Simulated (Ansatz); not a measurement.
Polymorphs of Bi, each relaxed with plane-wave PAW PBEsol (Ansatz code):

A: diamond (Fd-3m)
a = b = c = 7.1652 Å, α = β = γ = 90.00°

```tsv
atom	site	symmetry	x	y	z
Bi	8b	-43m	0.5000	0.5000	0.5000
```

B: P4/nmm
a = b = 4.520 Å, c = 3.249 Å, α = β = γ = 90.00°

```csv
atom,site,symmetry,x,y,z
Bi,2c,4mm,0.0000,0.5000,0.4375
```

C: fcc (Cu type) (Fm-3m)
a = 4.946 Å, b = 4.946 Å, c = 4.946 Å, α = 90.00°, β = 90.00°, γ = 90.00°

| atom | site | symmetry | x | y | z |
|---|---|---|---|---|---|
| Bi | 4a | m-3m | 0.0000 | 0.0000 | 0.0000 |

Put the candidates in order of energy per atom at 0 K, lowest first, for PBEsol.

B (+0 meV/atom), C (+126 meV/atom), A (+254 meV/atom)

Typed or built starts, not in the databases checked: A; C. Not the usual ambient phase: A; B; C. Unstable at this level: A; B; C. All cells were relaxed under the symmetry of their starts (and spin orders); stability against distortions was not tested throughout. Spin–orbit coupling is left out wherever it is not named.

Energies hold the estimated change up to a 700 eV cutoff; steps of a few meV lie near the error of the meshes.

Potentials: the later of the program's two PAW sets.
